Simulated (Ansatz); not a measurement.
Start of a relaxation of SrAg2B2:

```cif
data_structure
_symmetry_space_group_name_H-M 'P 1'
_symmetry_Int_Tables_number 1
_cell_length_a 3.3096
_cell_length_b 3.3096
_cell_length_c 7.7904
_cell_angle_alpha 101.970
_cell_angle_beta 101.970
_cell_angle_gamma 59.925
_cell_volume 71.70
loop_
_atom_site_label
_atom_site_type_symbol
_atom_site_fract_x
_atom_site_fract_y
_atom_site_fract_z
_atom_site_occupancy
Sr1 Sr 0.00000 0.00000 0.50000 1
Ag1 Ag 0.22480 0.22480 0.16484 1
Ag2 Ag 0.77520 0.77520 0.83516 1
B1 B 0.39675 0.39675 0.69531 1
B2 B 0.60325 0.60325 0.30469 1
```

These are results of DFT PBE, scalar-relativistic, plane waves, PAW in Ansatz 0.2.0, not measurements. Cutoff 420 eV, Gaussian smearing, Γ-centred meshes. Cell and atoms relax first on a coarse mesh and then on a finer one. In between, the cell is made exact in the group found at 0.06 Å. In metals the finer mesh still leaves noise of several meV/atom or more. The steps can't lower the symmetry of their start. No spin polarisation.

A guess keeps its type if space group and coordination stay and the shape of the cell changes little (axis ratios within about 15 %, angles within 6°); the volume may change.

Question: Does it keep its structure type, or change into something else?

Answer: It doesn't keep its type. The symmetry goes from C2/m (No. 12) to R-3m (No. 166). The volume per atom grows by 23.2 %, from 14.3 to 17.7 Å³. The shortest distance goes from 2.18 Å (Ag–B) to 1.64 Å (B–B). Counting neighbours within 15 % of an atom's shortest distance, the start has Ag 3, B 6, Sr 6 and the end Ag 3, B 1, Sr 12. In detail, at the end Sr is surrounded by 6 B at 3.23 Å, 6 Ag at 3.29 Å and 2 Ag at 3.73 Å; Ag has 3 B at 2.38 Å, 3 Ag at 2.79 Å, 3 B at 2.84 Å, 3 Sr at 3.29 Å and 1 Sr at 3.73 Å; around B lie 1 B at 1.64 Å, 3 Ag at 2.38 Å, 3 Ag at 2.84 Å and 3 Sr at 3.23 Å.

```
CELL_PARAMETERS angstrom
2.06221 1.19062 5.99794
-2.06221 1.19062 5.99794
0.00000 -2.38124 5.99794
ATOMIC_POSITIONS crystal
Sr 0.50000 0.50000 0.50000
Ag 0.70723 0.70723 0.70723
Ag 0.29277 0.29277 0.29277
B 0.95442 0.95442 0.95442
B 0.04558 0.04558 0.04558
```

The last run used a 10×10×6 mesh (in the run's order of axes) for its 5-atom cell and Gaussian smearing of 0.10 eV. The end has C2/m (No. 12) at a tolerance of 0.01 Å; the cell shown is made exact in the group found at 0.05 Å. A structure relaxed within its symmetry needn't be a true minimum.
